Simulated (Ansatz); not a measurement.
Relaxed C (diamond):

```yaml
crystal:
  lattice:
    - [0.00000, 3.56027, 3.56027]
    - [1.78014, 0.00000, 1.78014]
    - [1.78014, 1.78014, 0.00000]
  atoms:
    - { symbol: C, position: [0.25000, 0.50000, 0.50000] }
    - { symbol: C, position: [0.75000, 0.50000, 0.50000] }
    - { symbol: C, position: [0.37500, 0.75000, 0.75000] }
    - { symbol: C, position: [0.87500, 0.75000, 0.75000] }
```

In this cell atom 3 (C, nearest neighbour C at 1.542 Å; its periodic images, 2.5 Å or more away, move with it) is moved by s along Cartesian x, unit vector (1.000, 0.000, 0.000); all other atoms and the cell stay fixed.

All values below come from r2SCAN (plane waves to 500 eV, PAW, scalar-relativistic; Ansatz, a first-principles code). k mesh 13×13×13 (Γ-centred), Fermi-Dirac smearing 0.05 eV. The energy includes the smearing's −TS. C was relaxed with its symmetry unable to fall. The PAW data are Ansatz's earlier set. ΔE is measured from the undisplaced structure.

| s (Å) | ΔE (meV/cell) |
|---|---|
| -0.310 | withheld |
| -0.248 | 1248 |
| -0.186 | 717 |
| -0.124 | 324 |
| -0.062 | 82 |
| 0.000 | 0 |
| 0.062 | 82 |
| 0.124 | 327 |
| 0.186 | 728 |
| 0.248 | 1272 |
| 0.310 | 1941 |

Fit a polynomial form (powers 2, 3, 4) to the given rows and predict ΔE at s = -0.310.

Least squares on the 10 given rows: ΔE = (21410)·s² + (785.9)·s³ + (-15180)·s⁴, in meV/cell with s in Å; root-mean-square residual 0.4 meV/cell. At -0.310 the fit gives 1894 meV/cell; the calculation gives 1898 meV/cell, so the extrapolation is off by -4 (-0.2 %). The quadratic term alone would give 2058 meV/cell.

(A displaced cell: forces are minus the slopes of the energy, force constants its curvatures, and phonons follow from these.)
